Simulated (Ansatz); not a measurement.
The calculation used DFT PBE, scalar-relativistic, plane waves, PAW (Ansatz 0.2.0). Settings: cutoff 420 eV, Γ-centred meshes spaced at most about 0.3 Å⁻¹, and about 0.25 Å⁻¹ or finer for metals (2π included), Gaussian smearing. No spin polarisation in the final relaxations.

Temperature and zero-point effects are left out.

Two forms of RbGa3Te2 were relaxed alike.

A.

```
Rb Ga Te
1.0
     6.67495    0.00000    0.00000
    -3.33748    5.78068    0.00000
     0.00000    0.00000    4.87626
Rb Ga Te
1 3 2
Direct
  0.00000 0.00000 0.00000
  0.50000 0.00000 0.50000
  0.00000 0.50000 0.50000
  0.50000 0.50000 0.50000
  0.66667 0.33333 0.00000
  0.33333 0.66667 0.00000
```

B.

```
Rb Ga Te
1.0
     4.08161   -5.28101    0.00000
     4.08161    5.28101    0.00000
     0.00000    0.00000    4.25693
Rb Ga Te
1 3 2
Cartesian
  0.0000 0.0000 0.0000
  4.0816 -1.7562 0.0000
  4.0816 1.7562 0.0000
  4.0816 0.0000 2.1285
  2.0408 -2.6405 2.1285
  2.0408 2.6405 2.1285
```

Task: Which would you expect to be lower, and how large is the difference?

Result: B is lower, by 145 meV/atom. A has space group P6/mmm (No. 191), 31.4 Å³/atom and no gap on its mesh; B has space group Cmmm (No. 65), 30.6 Å³/atom and no gap. Counting Te atoms around Ga and Rb (those within 1.25 times the shortest such distance or 1.15 times the sum of covalent radii; the shortest distance is added where it is long for a bond; a slash parts the counts of unlike sites), A has Rb 6, Ga 4 from 3.1 Å and B has Rb 8, Ga 4 from 3.1 Å/4 from 3.3 Å. In A, around Rb lie 6 Te at 3.85 Å and 12 Ga at 4.13 Å; Ga has 4 Te at 3.11 Å, 4 Ga at 3.34 Å and 4 Rb at 4.13 Å; Te has 6 Ga at 3.11 Å, 3 Rb at 3.85 Å and 3 Te at 3.85 Å. In B, Rb is surrounded by 2 Ga at 3.52 Å, 8 Te at 3.96 Å and 2 Rb at 4.26 Å; around Ga on a site of symmetry m2m lie 2 Ga at 2.76 Å, 4 Te at 3.08 Å, 1 Ga at 3.51 Å and 1 Rb at 3.52 Å; Te has 4 Ga at 3.08 Å, 2 Ga at 3.34 Å and 4 Rb at 3.96 Å; 1 more site not described. Both come from invented guesses.

Spin–orbit coupling, which can matter for Te, is left out. Cells relaxed within their symmetry can be saddle points.
